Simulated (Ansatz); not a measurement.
AlBO$_{3}$:
```yaml
crystal:
  lattice:
    - [2.23234, 1.28884, 4.58382]
    - [-2.23234, 1.28884, 4.58382]
    - [0.00000, -2.57769, 4.58382]
  atoms:
    - { symbol: Al, position: [0.50000, 0.50000, 0.50000] }
    - { symbol: Al, position: [0.00000, 0.00000, 0.00000] }
    - { symbol: B, position: [0.75000, 0.75000, 0.75000] }
    - { symbol: B, position: [0.25000, 0.25000, 0.25000] }
    - { symbol: O, position: [0.75000, 0.44149, 0.05851] }
    - { symbol: O, position: [0.25000, 0.55851, 0.94149] }
    - { symbol: O, position: [0.05851, 0.75000, 0.44149] }
    - { symbol: O, position: [0.94149, 0.25000, 0.55851] }
    - { symbol: O, position: [0.44149, 0.05851, 0.75000] }
    - { symbol: O, position: [0.55851, 0.94149, 0.25000] }
```

Relaxed with r²SCAN. Special points in fractions of this cell's reciprocal vectors: Γ (0.000, 0.000, 0.000); T (0.500, 0.500, 0.500); H2 (0.781, 0.219, 0.500); H0 (0.500, -0.219, 0.219); L (0.500, 0.000, 0.000); S0 (0.360, -0.360, 0.000); S2 (0.640, 0.000, 0.360); F (0.500, 0.000, 0.500).

Question: List the band energies nearest the valence-band maximum at these points for the program Ansatz at the r²SCAN level (PAW).

Answer: In eV from the valence-band maximum; about four levels below and three above (degenerate sets whole), none deeper than 8.9 eV; points with the same levels are listed once.

```json
[
 {"k": "Γ", "below": "-1.10 -1.10 -0.85 0.00 0.00", "above": "7.06 7.40 9.60"},
 {"k": "T", "below": "-0.65 -0.65 -0.65 -0.65", "above": "7.46 7.46 10.21 10.21"},
 {"k": "H2", "below": "-1.04 -1.04 -0.45 -0.45", "above": "8.18 8.18 10.66 10.66"},
 {"k": "L", "below": "-1.41 -1.41 -0.29 -0.29", "above": "7.85 7.85 10.61 10.61"},
 {"k": "S0", "below": "-1.10 -1.02 -0.49 -0.29", "above": "8.14 8.23 10.33"},
 {"k": "F", "below": "-1.12 -0.95 -0.78 -0.51", "above": "7.77 8.93 10.68"}
]
```

Space group R-3c. The workflow started from a Materials Project entry (that database holds measured and hypothetical structures alike); the Crystallography Open Database files this formula in space group No. 167, but the cells were not matched. Its standing as an ambient phase is unchecked. Symmetry was held in the r²SCAN relaxation; whether a distortion lowers the energy is not shown.

Potentials: the later of the program's two PAW sets.
